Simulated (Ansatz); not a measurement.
Input:

NiP:
```yaml
crystal:
  lattice:
    - [4.79893, 0.00000, 0.00000]
    - [0.00000, 6.87532, 0.00000]
    - [0.00000, 0.00000, 5.93963]
  atoms:
    - { symbol: Ni, position: [0.98545, 0.09950, 0.30587] }
    - { symbol: Ni, position: [0.01455, 0.90050, 0.69413] }
    - { symbol: Ni, position: [0.51455, 0.90050, 0.80587] }
    - { symbol: Ni, position: [0.48545, 0.09950, 0.19413] }
    - { symbol: Ni, position: [0.48545, 0.40050, 0.69413] }
    - { symbol: Ni, position: [0.51455, 0.59950, 0.30587] }
    - { symbol: Ni, position: [0.01455, 0.59950, 0.19413] }
    - { symbol: Ni, position: [0.98545, 0.40050, 0.80587] }
    - { symbol: P, position: [0.82451, 0.38259, 0.44079] }
    - { symbol: P, position: [0.17549, 0.61741, 0.55921] }
    - { symbol: P, position: [0.67549, 0.61741, 0.94079] }
    - { symbol: P, position: [0.32451, 0.38259, 0.05921] }
    - { symbol: P, position: [0.32451, 0.11741, 0.55921] }
    - { symbol: P, position: [0.67549, 0.88259, 0.44079] }
    - { symbol: P, position: [0.17549, 0.88259, 0.05921] }
    - { symbol: P, position: [0.82451, 0.11741, 0.94079] }
```

This is the PBEsol-relaxed structure.

Question: All from plane-wave PAW PBEsol (Ansatz code), unless another level is named. Give the electronic character.

Answer: metallic (no gap).

Question: Give the formation energy from the elements (no fitted shifts).

Answer: -0.53 eV/atom.

Question: Give the density of states at the Fermi level.

Answer: 0.30 states/eV per atom (mean over ±0.08 eV).

Space group Pbca. The workflow started from a Materials Project entry (that database holds measured and hypothetical structures alike); the Crystallography Open Database files this formula in space group No. 61, but the cells were not matched. Whether it is the stable phase at ambient conditions was not checked. The PBEsol relaxation kept the symmetry of its start; whether a distortion lowers the energy is not shown. No spin polarisation was allowed. The references are the lowest solids computed at this level, not always the standard phases.

Potentials: the later of the program's two PAW sets.
